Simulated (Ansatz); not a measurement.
ZrSnF$_{6}$:
```
ZrSnF6
1.0
    6.63650     0.00000     0.00000
    0.00000     5.23503     0.00000
   -3.67494     0.00000     6.34404
Sn Zr F
2 2 12
Cartesian
  2.39951   5.01511   1.58601
  0.56204   0.21992   4.75803
 -2.75621   2.72200   4.75803
 -0.91874   2.51303   1.58601
 -1.80880   4.19436   5.81133
  2.93288   4.19436   3.70474
  4.77036   1.04067   0.53272
  0.02867   1.04067   2.63931
  0.62282   1.62226   0.17042
  4.17620   1.62226   3.00160
  2.33873   3.61277   6.17362
 -1.21465   3.61277   3.34245
 -0.94187   1.73324   5.13777
  2.06595   1.73324   4.37829
  3.90342   3.50179   1.20627
  0.89560   3.50179   1.96575
```

The program Ansatz at the r²SCAN+D4 level (PAW) gives a gap of 4.28 eV without spin–orbit coupling, maximum at C2, minimum at C2.

Question: What happens when spin–orbit coupling is switched on?

Answer: The gap falls by 0.03 eV, to 4.25 eV; maximum at C2, minimum at C2.

Space group P2/c. The workflow started from an entry of the Crystallography Open Database (COD, 295 K). Whether it is the stable phase at ambient conditions was not checked. The r²SCAN+D4 relaxation kept the symmetry of its start; whether a distortion lowers the energy is not shown. The run is not spin-polarised.

Potentials: the later of the program's two PAW sets.
